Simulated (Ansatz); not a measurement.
Input:

TaAs:
```xyz
2
Lattice="3.4143 0.0000 0.0000 -1.7071 2.9569 0.0000 0.0000 0.0000 3.4830" Properties=species:S:1:pos:R:3 pbc="T T T"
Ta     0.0000     0.0000     0.0000
As     1.7071     0.9856     1.7415
```

This is the PBE-relaxed structure.

Question: All from the program Ansatz at the PBE level (PAW), unless another level is named. Estimate the electronic character.

Answer: metallic (no gap).

Question: Next, the formation energy from the elements (no fitted shifts)?

Answer: -0.54 eV/atom.

Question: Give the density of states at the Fermi level.

Answer: 0.14 states/eV per atom (mean over ±0.08 eV).

Space group P-6m2. A made-up cell: these elements were put on the sites of a structure type; neither database checked (COD, Materials Project) lists it. It is not the phase usual at ambient conditions (space group No. 109). The PBE relaxation kept the symmetry of its start; whether a distortion lowers the energy is not shown. No spin polarisation was allowed. The references are the lowest solids computed at this level, not always the standard phases. Scalar-relativistic: spin–orbit coupling is off unless named, which matters more the heavier the elements.

Potentials: the later of the program's two PAW sets.
